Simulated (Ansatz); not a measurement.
**How far is PAW off for Li?**

```yaml
crystal:
  lattice:
    - [0.00000, 2.20200, 2.20200]
    - [2.20200, 0.00000, 2.20200]
    - [2.20200, 2.20200, 0.00000]
  atoms:
    - { symbol: Li, position: [0.00000, 0.00000, 0.00000] }
```

The conventional cell has a = 4.404 Å, b = 4.404 Å, c = 4.404 Å, α = 90.00°, β = 90.00°, γ = 90.00°. Around Li (atom 1) lie 12 Li at 3.11 Å.

The cell is COD entry 9008473, as deposited and not checked against the literature; nothing was relaxed.

Methods: DFT, PBEsol, PAW with Ansatz's default frozen-core files, scalar-relativistic (Ansatz 0.2.0); DFT, PBEsol, all-electron LAPW, scalar-relativistic (Ansatz 0.2.0).

For PAW: a Γ-centred 13×13×13 k mesh, Fermi–Dirac smearing of 0.08 eV, cutoff 420 eV, no spin polarisation; the PAW files were made with PBE, and the program remakes their frozen cores for this functional. LAPW targets a basis error of 0.25 meV/atom. The Ansatz runs share mesh, smearing and spin set-up. Plane-wave (PAW) pressures include the program's estimate of the Pulay term.

Stress and pressure are positive in compression.

Levels count from the Fermi level.

PAW results:

```json
{"quantity": "pressure (GPa)", "PAW": "-0.67"}
{"quantity": "highest filled level at Γ (eV)", "PAW": "-3.516"}
{"quantity": "lowest empty level at Γ (eV)", "PAW": "13.876"}
{"quantity": "highest filled level at X (eV)", "PAW": "-46.026"}
{"quantity": "lowest empty level at X (eV)", "PAW": "1.476"}
```

(1) What does LAPW (all electrons) give for the same quantities?

## Answers

(1) 
```
                      quantity     LAPW
                pressure (GPa)    -0.67
highest filled level at Γ (eV)   -3.515
  lowest empty level at Γ (eV)   13.878
highest filled level at X (eV)  -46.046
  lowest empty level at X (eV)    1.477
```
